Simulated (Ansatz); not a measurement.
TaF3: settings compared (Ansatz)

The command:

```bash
ansatz run input.yaml --threads 1 --pin off --max-ram 2560MiB --backend cpu --events-out ev --progress --plain --runs-dir out
```

The input file (Ansatz 0.2.0, plane waves):

```yaml
crystal:
  lattice:
    - [3.947713, 0.0, 0.0]
    - [0.0, 3.947713, 0.0]
    - [0.0, 0.0, 3.947713]
  atoms:
    - { symbol: Ta, position: [0.0, 0.0, 0.0] }
    - { symbol: F, position: [0.5, 0.0, 0.0] }
    - { symbol: F, position: [0.0, 0.5, 0.0] }
    - { symbol: F, position: [0.0, 0.0, 0.5] }
  symmetry: { tolerance: 0.0003 }
kpoints:
  mp_grid: { grid: [5, 5, 5], shift: [0, 0, 0] }
magnetization:
  spin_polarized: false
scf:
  occupations: { method: fermi_dirac }
hamiltonian:
  pseudopotentials: { kind: paw }
  xc: pbe
basis:
  ecutwfc: 420
output:
  forces: true
  stress: true
  eigenvalues: true
relax:
  max_steps: 40
  cell: {}
```

Origin of the cell: a database entry, scaled a little.

The smearing width isn't typed, so it takes its default of 0.1 eV.

Output of this run (shortened):

```
SCF iter   1: F=—  HF=-12358.150846 eV  Δρ=3.63e-3  dr2=8.80e-3
SCF iter   2: F=—  HF=-12358.150002 eV  Δρ=1.50e-3  dr2=1.22e-3
SCF iter   3: F=—  HF=-12358.149869 eV  Δρ=1.22e-3  dr2=5.41e-4
SCF iter   4: F=—  HF=-12358.149746 eV  Δρ=1.41e-4  dr2=7.33e-6
SCF iter   5: F=—  HF=-12358.147898 eV  Δρ=5.33e-5  dr2=4.89e-7
SCF iter   6: F=-12358.147899 eV  HF=-12358.147899 eV  Δρ=5.52e-6  dr2=1.25e-8
relax step   1: F+E_penalty+E_count = -12358.147899 eV  Δ(F+E_penalty+E_count) = +0.000e0 eV  max|allowed force component| = 0.0 eV/Å  Δτ_max = 0.0000 Å  P = +18.668 GPa  Ω = 61.523 Å³  (6 SC […]
relax step   2: F+E_penalty+E_count = -12358.532455 eV  Δ(F+E_penalty+E_count) = -3.846e-1 eV  max|allowed force component| = 0.0 eV/Å  Δτ_max = 0.0000 Å  P = +1.462 GPa  Ω = 68.479 Å³  energ […]
relax step   3: F+E_penalty+E_count = -12358.533736 eV  Δ(F+E_penalty+E_count) = -1.281e-3 eV  max|allowed force component| = 0.0 eV/Å  Δτ_max = 0.0000 Å  P = +0.189 GPa  Ω = 69.143 Å³  energ […]
relax step   4: F+E_penalty+E_count = -12358.533479 eV  Δ(F+E_penalty+E_count) = +2.567e-4 eV  max|allowed force component| = 0.0 eV/Å  Δτ_max = 0.0000 Å  P = +0.002 GPa  Ω = 69.242 Å³  energ […]
relax step   5: F+E_penalty+E_count = -12358.592041 eV  Δ(F+E_penalty+E_count) = -5.856e-2 eV  max|allowed force component| = 0.0 eV/Å  Δτ_max = 0.0000 Å  P = +1.511 GPa  Ω = 69.242 Å³  stress off target by 1.51e0 GPa […]
relax step   6: F+E_penalty+E_count = -12358.593595 eV  Δ(F+E_penalty+E_count) = -1.553e-3 eV  max|allowed force component| = 0.0 eV/Å  Δτ_max = 0.0000 Å  P = +0.200 GPa  Ω = 70.070 Å³  energ […]
relax step   7: F+E_penalty+E_count = -12358.593221 eV  Δ(F+E_penalty+E_count) = +3.735e-4 eV  max|allowed force component| = 0.0 eV/Å  Δτ_max = 0.0000 Å  P = +0.008 GPa  Ω = 70.195 Å³  energ […]
relax step   8: F+E_penalty+E_count = -12358.596398 eV  Δ(F+E_penalty+E_count) = -3.177e-3 eV  max|allowed force component| = 0.0 eV/Å  Δτ_max = 0.0000 Å  P = +0.040 GPa  Ω = 70.195 Å³  stress off target by 3.98e-2 GPa […]
SCF 8 converged in 7 iterations: F = -12358.596398 eV  dr2 = 8.77e-12
basis re-selected at this cell: Δ(F+E_penalty+E_count) = -3.177e-3 eV, ΔP = +0.031 GPa vs the last step (what re-selecting the basis moved, of the pressure what is left beyond the Pulay corre […]
SCF converged after 7 iterations
Free energy (F): -12358.596398 eV
Harris-Foulkes:  -12358.596398 eV  (|F-HF|=9.09e-12)
Internal energy: -12358.490491 eV  (E = F + TS)
E sigma→0 (E₀):  -12358.543445 eV
Entropy (-TS):   -0.105907 eV (-26.477 meV/atom)
Fermi energy:    7.697925 eV
--- Per-component energies (eV) ---
  E_band       = -425.300685
  E_kinetic    = 986.267694
  E_local      = -3513.236412  (includes V_loc(G=0)·N_el)
  E_nonlocal   = 234.607729
  E_hartree    = 1342.688224
  E_xc         = -455.095719
  E_vxc        = -507.088926  (∫ρ·V_xc dr)
  E_paw        = -8998.528110  (= ΣΔE_a)
  E_vpaw       = -311.233566  (= ΣTr[D̂ρ^β])
  E_aug_tail   = 0.006454  (compensation charges beyond the density's cutoff)
  E_ewald      = -1955.200352
  E_smearing   = -0.105907  (= −TS)
  Σ components = -12358.596398   (vs F -12358.596398, Δ=0.00e0)
--- Forces (eV/Å), atoms counted from 1 ---
  atom   1  Ta     0.000000     0.000000    -0.000000
  atom   2  F     -0.000000     0.000000    -0.000000
  atom   3  F     -0.000000    -0.000000    -0.000000
  atom   4  F      0.000000    -0.000000    -0.000000
  max |Σ_I F_I| component: 0.0 eV/Å
--- Stress (GPa, compression-positive) ---
        0.039808      -0.000000      -0.000000
       -0.000000       0.039808      -0.000000
       -0.000000      -0.000000       0.039808
  P = ⅓ Tr σ = 0.0398 GPa (0.398 kbar)
--- Relaxed structure (6 steps of the walk, 6 accepted, 2 SCFs on fresh bases) ---
  F+E_penalty+E_count = -12358.596398 eV   max|allowed force component| = 0.0 eV/Å   (the final SCF, on the basis selected at the relaxed cell)
  cell:  # Å, volume = 70.1955 Å³
    - [4.125118, 0.0, 0.0]
    - [0.0, 4.125118, 0.0]
    - [0.0, 0.0, 4.125118]
  atoms:
    - { symbol: Ta, position: [0.0, 0.0, 0.0] }
    - { symbol: F, position: [0.500000, 0.0, 0.0] }
    - { symbol: F, position: [0.0, 0.500000, 0.0] }
    - { symbol: F, position: [0.0, 0.0, 0.500000] }
```

The same input was run again with these changes:

1. `hamiltonian.hubbard` default → { sites: [{ species: Ta, l: d, u_eff: 2.0 }], double_counting: fll }
2. `scf.mixing.preconditioner` default → local_kerker
3. `scf.occupations.method` fermi_dirac → methfessel_paxton; `scf.occupations.width` default → 0.1; `basis.ecutwfc` 420 → "51.4 Ry"; `kpoints.mp_grid.grid` [5, 5, 5] → [3, 3, 3]
4. `scf.eigensolver.kind` default → davidson

```json
{"run": "base", "end": "converged", "SCF iterations": "48", "volume (Å³/atom)": "17.55", "max force component (eV/Å)": "0.000", "moment (μB)": "–", "ΔE(σ→0) (meV/atom)": "0"}
{"run": "1", "end": "converged", "SCF iterations": "62", "volume (Å³/atom)": "17.69", "max force component (eV/Å)": "0.000", "moment (μB)": "–", "ΔE(σ→0) (meV/atom)": "–"}
{"run": "2", "end": "converged", "SCF iterations": "44", "volume (Å³/atom)": "17.55", "max force component (eV/Å)": "0.000", "moment (μB)": "–", "ΔE(σ→0) (meV/atom)": "0.00"}
{"run": "3", "end": "converged", "SCF iterations": "39", "volume (Å³/atom)": "17.64", "max force component (eV/Å)": "0.000", "moment (μB)": "–", "ΔE(σ→0) (meV/atom)": "36.94"}
{"run": "4", "end": "converged", "SCF iterations": "49", "volume (Å³/atom)": "17.55", "max force component (eV/Å)": "0.000", "moment (μB)": "–", "ΔE(σ→0) (meV/atom)": "0.00"}
```

Energies are compared only where functional, datasets, charge and starting cell are the same.

Not properties of the system: run 3 (too coarse or loose: `kpoints.mp_grid.grid` = [3, 3, 3]).

Caveats of the base run: no moments, though an odd count or open d shells may carry them; no spin-orbit coupling, though heavy elements are present; the k mesh is coarse if the cell is a metal; the relaxation held the start's symmetry, so the end may be a saddle point.

The base run took 7.9 s on 1 thread of Intel(R) Xeon(R) Platinum 8375C CPU @ 2.90GHz (Ice Lake), with other jobs on the host, peak memory 0.38 GiB, from the program's own first density.
